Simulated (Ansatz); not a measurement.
**Calculated 209Bi NMR of the central transition for Bi2S3**

Cell: an entry of the Crystallography Open Database (COD) (listed for 1.0 GPa) whose atoms were relaxed with PBE, the cell held.

```cif
data_Bi2S3
_symmetry_space_group_name_H-M 'Pnma'
_symmetry_Int_Tables_number 62
_cell_length_a 11.1360
_cell_length_b 3.9574
_cell_length_c 11.0350
_cell_angle_alpha 90.000
_cell_angle_beta 90.000
_cell_angle_gamma 90.000
loop_
_atom_site_label
_atom_site_type_symbol
_atom_site_symmetry_multiplicity
_atom_site_Wyckoff_symbol
_atom_site_fract_x
_atom_site_fract_y
_atom_site_fract_z
Bi1 Bi 4 c 0.0067 0.2500 0.6753
Bi5 Bi 4 c 0.3338 0.2500 0.4686
S9 S 4 c 0.0503 0.2500 0.1297
S13 S 4 c 0.3771 0.2500 0.0566
S17 S 4 c 0.2185 0.2500 0.8049
```

One atom of each set is listed.

All values are calculated (Ansatz; DFT, PBE, plane waves and PAW, scalar-relativistic, 420 eV cutoff, Γ-centred 3×7×3 k-points, Fermi–Dirac smearing 0.02 eV), not measured.

209Bi has I = 9/2 and Q = -516.0 mb (Pyykkö 2018); at 35.2 T its Larmor frequency is ν₀ = 245.1 MHz (from the bare nuclear moment; shielding lowers the observed one by a per cent or two). Only the quadrupole interaction is simulated: positions count from each site's isotropic chemical shift, and shift anisotropy, dipolar and J coupling are left out.

(1) What does the 209Bi spectrum (static powder) show for each site?

## Answers

(1) 

```csv
site,first shell,C_Q (MHz),η,P_Q (MHz),δ_QIS (ppm),breadth (kHz)
Bi1,7 S at 2.70–3.22 Å,-53.1,0.75,57.9,-77.4,140
Bi5,7 S at 2.64–3.22 Å,203,0.10,203,-951,1314
```

δ_QIS = −(ν_Q²/30ν₀²)[I(I+1) − 3/4](1 + η²/3) × 10⁶ ppm with ν_Q = 3|C_Q|/[2I(2I−1)]; it falls as 1/B₀² in ppm, and the breadth as 1/B₀ in kHz.

Spin–orbit coupling is left out, which shifts gradients on Bi by a few per cent, and by more where contributions nearly cancel. Newer work puts Q(²⁰⁹Bi) near −420 mb, which would lower these couplings by about a fifth.

The relaxation (6 steps) took 3.8 min of wall time (7.5 min of CPU time) and 1.4 GiB at its peak, on 2 threads of Arm Neoverse V1 (aarch64; 28 cores open to the job, memory cap 5.0 GiB, no GPU), a shared host with a load of 0.9 a core.
